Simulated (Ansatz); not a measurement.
Cr:
```cif
data_Cr
_chemical_formula_sum 'Cr1'
_space_group_name_H-M_alt 'P 1'
_space_group_IT_number 1
_cell_length_a 2.43714
_cell_length_b 2.43714
_cell_length_c 2.43714
_cell_angle_alpha 109.471
_cell_angle_beta 109.471
_cell_angle_gamma 109.471
loop_
_space_group_symop_operation_xyz
  'x, y, z'
loop_
_atom_site_label
_atom_site_type_symbol
_atom_site_fract_x
_atom_site_fract_y
_atom_site_fract_z
_atom_site_occupancy
Cr1 Cr 0.00000 0.00000 0.00000 1
```

Relaxed with plane-wave PAW PBEsol (Ansatz code). Indices refer to the conventional cell of Im-3m, a = b = c = 2.8142 Å, α = β = γ = 90.00°.

Q: Simulate the powder diffraction pattern (Cu Kα, λ = 1.54184 Å; lines above 1 %) up to 2θ = 90°.

A: Simulated powder pattern, Cu Kα, λ = 1.54184 Å (kinematic, ideal powder, no thermal factors, no anomalous dispersion; the 30 strongest lines at most, above 1 %, up to 2θ = 90°):

```json
[
 {"2θ (°)": "45.59", "d (Å)": "1.990", "I/Imax (%)": "100", "hkl": "(110)"},
 {"2θ (°)": "66.44", "d (Å)": "1.407", "I/Imax (%)": "14", "hkl": "(200)"},
 {"2θ (°)": "84.29", "d (Å)": "1.149", "I/Imax (%)": "27", "hkl": "(211)"}
]
```

The PBEsol relaxation kept the symmetry of its start. The workflow began spin-polarised and lost its moments. Textbook magnetic order: a spin-density-wave antiferromagnet.

Potentials: the later of the program's two PAW sets.
